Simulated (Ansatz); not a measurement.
Hf₂InC:
Space group P6₃/mmc (No. 194); a = b = 3.314 Å, c = 14.801 Å, α = β = 90.00°, γ = 120.00°

```csv
atom,site,symmetry,x,y,z
Hf,4f,3m.,0.3333,0.6667,0.0822
In,2d,-6m2,0.6667,0.3333,0.2500
C,2a,-3m.,0.0000,0.0000,0.0000
```

Relaxed with r²SCAN.

**Question.** Which orbitals make up the states near the Fermi level in plane-wave PAW r²SCAN (Ansatz code)?

**Answer.** Within 0.5 eV of the Fermi level: Hf 5d 77 %, In 5p 13 %. Projections are on Löwdin-orthogonalised atomic valence shells; empty p or d shells of many metals are not among them.

**Question.** Tabulate the density of states.

**Answer.** States/eV per cell of 8 atoms, in 0.25 eV bins, energy from the Fermi level.

```
E (eV)  total  Hf 5d  C 2p  In 5p
------  -----  -----  ----  -----
-7.85    0.89   0.09  0.02   0.21
-7.60    0.88   0.11  0.02   0.24
-7.35    0.88   0.12  0.02   0.26
-7.10    0.87   0.13  0.03   0.26
-6.85    0.89   0.15  0.04   0.27
-6.60    0.91   0.17  0.05   0.26
-6.35    1.00   0.21  0.09   0.27
-6.10    1.26   0.30  0.18   0.29
-5.85    1.74   0.49  0.38   0.31
-5.60    2.25   0.70  0.66   0.28
-5.35    2.46   0.81  0.80   0.26
-5.10    3.39   1.11  1.17   0.33
-4.85    3.69   1.19  1.35   0.32
-4.60    3.84   1.20  1.31   0.36
-4.35    4.57   1.51  1.23   0.36
-4.10    3.06   1.10  1.08   0.16
-3.85    3.25   1.14  1.49   0.15
-3.60    3.45   1.21  1.56   0.14
-3.35    6.31   2.08  3.09   0.28
-3.10   13.04   4.87  7.24   0.39
-2.85    3.80   1.53  2.04   0.11
-2.60    0.72   0.16  0.10   0.35
-2.35    1.25   0.29  0.15   0.64
-2.10    2.29   0.65  0.26   1.10
-1.85    4.53   1.66  0.46   1.90
-1.60    6.93   3.68  0.50   2.12
-1.35    5.92   3.51  0.24   1.71
-1.10    6.07   3.57  0.21   1.78
-0.85    4.01   2.71  0.16   0.87
-0.60    3.52   2.49  0.15   0.66
-0.35    2.73   2.04  0.11   0.41
-0.10    1.88   1.47  0.07   0.22
0.15     1.77   1.38  0.05   0.21
0.40     1.88   1.47  0.05   0.23
0.65     2.75   2.19  0.07   0.25
0.90     2.65   2.04  0.11   0.33
1.15     2.94   2.31  0.12   0.33
1.40     2.96   2.20  0.16   0.36
1.65     4.19   3.31  0.20   0.37
1.90     3.39   2.51  0.22   0.35
2.15     4.06   2.95  0.24   0.39
2.40     4.36   3.18  0.25   0.45
2.65     4.55   3.38  0.26   0.45
2.90     5.32   4.11  0.24   0.48
3.15     5.53   4.12  0.23   0.52
3.40     6.99   4.54  0.40   0.73
3.65     3.90   2.34  0.30   0.48
3.90     3.28   2.00  0.23   0.52
4.15     5.88   3.60  0.46   0.70
4.40     6.47   4.38  0.63   0.46
4.65     7.61   5.15  0.63   0.62
```

Space group P6_3/mmc. The first step of the workflow began from a Materials Project structure, measured or hypothetical; the Crystallography Open Database copy checked does not list it. Whether it is the stable phase at ambient conditions was not checked. The r²SCAN relaxation kept the symmetry of its start; its stability against distortions is not shown here. The run is not spin-polarised. Spin–orbit coupling is left out wherever it is not named.

Potentials: the later of the program's two PAW sets.
